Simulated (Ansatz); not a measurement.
MgO in space group P6_3/mmc (No. 194; Mg on 2c, O on 2d), plane-wave PAW PBEsol (Ansatz code), all energies at zero smearing, with the estimated change up to a 700 eV cutoff added, with one set of potentials and settings (totals compare only within such a set). Cell of 4 atoms (2 Mg, 2 O): -4951.494 eV.

```csv
element,reference phase,E (eV/atom)
Mg,"P6_3/mmc, 2 atoms in the cell",-1912.0525
O,"C2/m, 4 atoms in the cell, spin-polarised",-558.3609
```

Formation energy per atom, worked out: (-4951.494 − 2×(-1912.0525) − 2×(-558.3609))/4 = -2.667 eV/atom (-257 kJ per mol of atoms), at 0 K, without zero-point energy or fitted corrections.

The first step of the workflow began from a Materials Project structure, measured or hypothetical; the Crystallography Open Database copy checked does not list it. It is not the phase usual at ambient conditions (space group No. 225). Symmetry was held in the PBEsol relaxation; whether a distortion lowers the energy is not shown. The references are the lowest solids computed at this level, not always the standard phases (solids in place of the gases).

Potentials: the earlier of the program's two PAW sets. The files were generated under PBE; for other functionals the program regenerates the frozen cores, and for LDA and PBEsol the local potential too.
